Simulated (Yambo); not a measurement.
Yambo run on Ba₂MgMoO₆ (space group Fm-3m, No. 225). The wavefunctions are LDA (Quantum ESPRESSO, PseudoDojo norm-conserving, 84 Ry, no spin-orbit coupling) ones on a 2×2×2 mesh (40 occupied bands); a = b = c = 5.807 Å, α = β = γ = 60.00°.

Yambo input:

```
rim_cut
gw0
dyson
el_el_corr
HF_and_locXC
ppa
em1d
RandQpts= 1000000
RandGvec= 1 Ry
EXXRLvcs= 84 Ry
VXCRLvcs= 336 Ry
Chimod= "HARTREE"
% BndsRnXp
 3 | 64 |
%
NGsBlkXp= 7 Ry
% LongDrXp
 1.0 | 1.0 | 1.0 |
%
PPAPntXp= 27.2114 eV
% GbndRnge
 1 | 64 |
%
GTermKind= "none"
DysSolver= "n"
ExtendOut
% QPkrange
 1 | 1 | 40 | 40 |
 3 | 3 | 40 | 41 |
%
```

k points by index: 1 = Γ, 3 = X.

The o-*.qp file then holds:

```
#    K-point    Band    Eo [eV]    E [eV]    E-Eo [eV]    Vxc [eV]    Vnlxc [eV]    Sc|Eo [eV]    Sc|E [eV]    dSc/dw|Eo [eV]    Re(Z)    Im(Z)
#
    1    40    0.000000    0.234445    0.234445    -19.58386    -24.66565    5.400356    5.316237    -9.773336    0.735740    -0.002187
    3    40    -0.047804    0.177063    0.224867    -19.46234    -24.51767    5.360708    5.280195    -9.753281    0.736139    -0.002193
    3    41    1.981405    4.344328    2.362923    -17.53833    -12.13792    -2.382893    -3.037485    -7.537637    0.783079    -0.001902
```
(The two width columns are left out.) Convergence of these settings isn't established.

Geometry of the Materials Project entry, not relaxed at this level.

The structure is a Materials Project entry; no match was found in the copy of COD used, and its stability was not checked.
